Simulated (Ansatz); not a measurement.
YTaN3 (cubic perovskite, Pm-3m) at seven volumes, DFT-PBEsol in the program Ansatz with PAW potentials, scaled uniformly. One row is withheld.

| V (Å³/atom) | P (GPa) |
|---|---|
| 11.777 | 24.78 |
| 12.165 | 15.05 |
| 12.554 | 6.94 |
| 12.942 | 0.01 |
| 13.330 | ? |
| 13.718 | -11.30 |
| 14.107 | -15.86 |

Problem. Fit the shown pressures and predict the withheld one.

Solution. Third-order Birch–Murnaghan: P = (3/2)B₀(x^(7/2) − x^(5/2))[1 + (3/4)(B′ − 4)(x − 1)] with x = (V₀/V)^(2/3). Least squares on the six rows gives V₀ = 12.938 Å³/atom, B₀ = 217.6 GPa, B′ = 4.03. At V = 13.330, x = 0.9803 and P = -6.12 GPa. The run itself gave -6.04 GPa.

The start of the workflow was typed in or built on a structure type; neither database checked (COD, Materials Project) lists it. Its standing as an ambient phase is unchecked. Symmetry was held in the PBEsol relaxation. At this level the phase is dynamically unstable (imaginary phonons). No spin polarisation was allowed. Spin–orbit coupling is left out wherever it is not named.

Potentials: the later of the program's two PAW sets.
